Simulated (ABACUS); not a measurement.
Band structure of a (100) slab of Au (cut from a parent of space group no. 225; 6 atoms in the cell).

```xyz
6
Lattice="2.9495 0.0000 0.0000 -2.9495 2.9495 0.0000 0.0000 0.0000 20.4282" Properties=species:S:1:pos:R:3 pbc="T T T"
Au     0.0000     0.0000     7.0856
Au     1.4748     1.4748     5.0000
Au     0.0000     0.0000    11.2569
Au     1.4748     1.4748     9.1713
Au     0.0000     0.0000    15.4282
Au     1.4748     1.4748    13.3426
```

All values come from this method and carry its errors: PBE, numerical atomic orbitals DZP (confined pseudo-atomic orbitals with Gaussian additions; energy shift 0.003 Ry), PseudoDojo 0.5 standard norm-conserving PBE (tails mended) pseudopotentials in ABACUS.

Settings: basis = DZP numerical atomic orbitals, energy shift 0.003 Ry; KPT = MP 7 7 1 0 0 0; basis_type = lcao; dft_functional = PBE; ecutwfc = 100 Ry; smearing_method = fd; smearing_sigma = 0.00734986 Ry; potentials = PseudoDojo 0.5 standard norm-conserving PBE (tails mended); symmetry = 1; symmetry_prec = 1e-05; nbands = 69; ks_solver = genelpa; scf_nmax = 100; scf_thr = 1.0e-07.

Spin-orbit coupling is left out, which matters for bands and gaps with elements this heavy. The atom-centred basis is finite, which shifts total energies and forces against plane waves. No clean gap shows at this smearing width and mesh (spacing up to 0.43 Å⁻¹); the mesh is coarse for partly filled bands, so the values carry mesh errors.

Points are given in units of this cell's reciprocal vectors. Levels in eV from the Fermi level, bands 54 to 59:
```csv
point,54,55,56,57,58,59
M (0.5 0 0),-1.16,2.02,2.02,3.47,3.47,4.72
Γ (0 0 0),-1.97,-1.85,-1.83,-1.69,-1.69,-1.61
X (0 0.5 0),-1.91,-0.33,-0.33,-0.12,-0.12,0.36
```

5 bands cross the Fermi level along this path, so the cell has no gap at this level.

The Fermi level comes from the SCF mesh, which can miss band crossings, so its place against them is uncertain.

Higher empty bands are left out: an atom-centred basis made for the valence describes them poorly.

The atomic orbitals were generated for these runs; they are not ABACUS's published sets and were checked against plane waves on a few crystals only.

“Tails mended”: in these copies of the files the far tail of each local potential was reset to the Coulomb form.
